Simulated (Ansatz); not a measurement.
CdSiN$_{2}$:
```cif
data_Cd3N6Si3
_chemical_formula_sum 'Cd3 Si3 N6'
_space_group_name_H-M_alt 'R-3m :H'
_space_group_IT_number 166
_space_group_name_Hall '-R 3 2"'
_cell_length_a 2.89755
_cell_length_b 2.89755
_cell_length_c 16.41768
_cell_angle_alpha 90.000
_cell_angle_beta 90.000
_cell_angle_gamma 120.000
loop_
_atom_site_label
_atom_site_type_symbol
_atom_site_symmetry_multiplicity
_atom_site_Wyckoff_symbol
_atom_site_fract_x
_atom_site_fract_y
_atom_site_fract_z
_atom_site_occupancy
Cd1 Cd 3 a 0.00000 0.00000 0.00000 1
Si1 Si 3 b 0.00000 0.00000 0.50000 1
N1 N 6 c 0.00000 0.00000 0.22621 1
```
(The calculation used a cell of 4 atoms; values per cell refer to that cell.)

This is the r²SCAN-relaxed structure.

Problem. All from r²SCAN (plane waves, PAW; program Ansatz), unless another level is named. Give the formation energy from the elements (no fitted shifts).

Solution. -0.24 eV/atom.

Problem. Give the HSE06 gap on the r²SCAN cell.

Solution. 2.29 eV.

Problem. Next, the band gap?

Solution. 1.58 eV (indirect).

Problem. Predict the smallest direct gap on the standard path.

Solution. 2.35 eV.

The start of the workflow was typed in or built on a structure type; neither database checked (COD, Materials Project) lists it. Whether it is the stable phase at ambient conditions was not checked. The cell was relaxed with r²SCAN under the symmetry of its start; its stability against distortions is not shown here. The references are the lowest solids computed at this level, not always the standard phases (solids in place of the gases). Scalar-relativistic: spin–orbit coupling is off unless named, which matters more the heavier the elements.

Potentials: the later of the program's two PAW sets.
